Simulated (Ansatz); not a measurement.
Structure relaxation, ZnSe

The start is a relaxed ZnSe cell deformed by the Cartesian strain tensor (xx, yy, zz, yz, xz, xy) = (0.112, -0.103, 0.067, -0.025, -0.057, -0.022). The structure is fully relaxed (lattice and positions, P = 0) with PBEsol (plane waves to 420 eV, PAW, scalar-relativistic; Ansatz, a first-principles code). The first steps use a coarse 7×7×7 k-mesh.

Starting cell:
```
CELL_PARAMETERS angstrom
     -0.22395     2.45642     2.93531
      2.97052    -0.13240     2.84375
      3.07052     2.46487    -0.23240
ATOMIC_POSITIONS crystal
  Se 0.75000 0.75000 0.75000
  Zn 0.00000 0.00000 0.00000
```

Q: By how much does the energy per atom fall from start to end?

A: 0.12 eV/atom.

Q: What band gap does the relaxed structure have at this level?

A: 1.23 eV, direct at Γ (no spin-orbit coupling).

It ends as:

```cif
data_Se4Zn4
_chemical_formula_sum 'Se4 Zn4'
_space_group_name_H-M_alt 'F-43m'
_space_group_IT_number 216
_space_group_name_Hall 'F -4 2 3'
_cell_length_a 5.63376
_cell_length_b 5.63376
_cell_length_c 5.63376
_cell_angle_alpha 90.000
_cell_angle_beta 90.000
_cell_angle_gamma 90.000
loop_
_atom_site_label
_atom_site_type_symbol
_atom_site_symmetry_multiplicity
_atom_site_Wyckoff_symbol
_atom_site_fract_x
_atom_site_fract_y
_atom_site_fract_z
_atom_site_occupancy
Se1 Se 4 b 0.50000 0.50000 0.50000 1
Zn1 Zn 4 c 0.25000 0.25000 0.25000 1
```
(The calculation used a cell of 2 atoms; values per cell refer to that cell.)

Final values are on a 10×10×10 k-mesh of the relaxed cell. No spin polarisation in the result.
